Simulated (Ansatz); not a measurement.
Ag:
```
CELL_PARAMETERS angstrom
      0.00000     2.02672     2.02672
      2.02672     0.00000     2.02672
      2.02672     2.02672     0.00000
ATOMIC_POSITIONS crystal
  Ag 0.00000 0.00000 0.00000
```

Relaxed with PBEsol. Special points in fractions of this cell's reciprocal vectors: Γ (0.000, 0.000, 0.000); X (0.500, 0.000, 0.500); U (0.625, 0.250, 0.625); K (0.375, 0.375, 0.750); L (0.500, 0.500, 0.500); W (0.500, 0.250, 0.750).

Problem. List the band energies nearest the Fermi level at these points for PBEsol with spin–orbit coupling in the plane-wave PAW code Ansatz.

Solution. In eV from the Fermi level; about four levels below and three above (degenerate sets whole), none deeper than 8.9 eV; points with the same levels are listed once.

| k | below | above |
|---|---|---|
| Γ | -3.91 -3.91 -3.91 -3.91 | 15.66 15.66 19.11 19.11 |
| X | -3.04 -3.04 -2.71 -2.71 | 1.27 1.27 6.68 6.68 |
| U | -3.74 -3.74 -3.16 -3.16 | 4.07 4.07 5.08 5.08 |
| L | -3.00 -3.00 -0.77 -0.77 | 3.50 3.50 14.93 14.93 |
| W | -3.93 -3.93 -2.89 -2.89 | 5.60 5.60 5.94 5.94 |

Space group Fm-3m (fcc (Cu type)). The PBEsol relaxation kept the symmetry of its start. The run is not spin-polarised.

Potentials: the earlier of the program's two PAW sets. The files were generated under PBE; for other functionals the program regenerates the frozen cores, and for LDA and PBEsol the local potential too.
